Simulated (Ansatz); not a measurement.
Relaxed candidate structures of Al₂Cu:

A. Cmce (No. 64), oS24; a = 11.0639 Å, b = 5.7429 Å, c = 5.7805 Å, α = 90.00°, β = 90.00°, γ = 90.00°; Cu 8d (0.119, 0.000, 0.000); Al 8f (0.000, 0.315, 0.185); Al 8e (0.250, 0.247, 0.250)

B. P4₂/nnm, origin choice 1 (No. 134), tP6; a = b = 3.900 Å, c = 7.734 Å, α = β = γ = 90.00°; Al 4f (0.750, 0.750, 0.750); Cu 2b (0.000, 0.000, 0.500)

C. Immm (No. 71), oI6; a = 2.7756 Å, b = 3.7560 Å, c = 8.1949 Å, α = 90.00°, β = 90.00°, γ = 90.00°; Al 4i (0.000, 0.000, 0.338); Cu 2a (0.000, 0.000, 0.000)

Q: Put the candidates in order of energy per atom, lowest first, for r2SCAN (plane waves to 500 eV, PAW, scalar-relativistic; Ansatz, a first-principles code).

A: A (reference), C (+0.12 eV/atom), B (+0.73 eV/atom)

The lowest structure calculated, Fm-3m, cF12, AFLOW prototype AB2_cF12_225_a_c (C1, as in CaF2), is not among these; it lies 0.03 eV/atom below the lowest of them. Each run could gain symmetry but not lose that of its start, so entries can be saddle points. All of these are generated cells (placed on structure types, drawn at random, substituted or restacked) that were not matched to a known phase here. The real structure of this composition may not be among these. Energies are at zero temperature and pressure, without zero-point motion. No spin polarisation in the result.
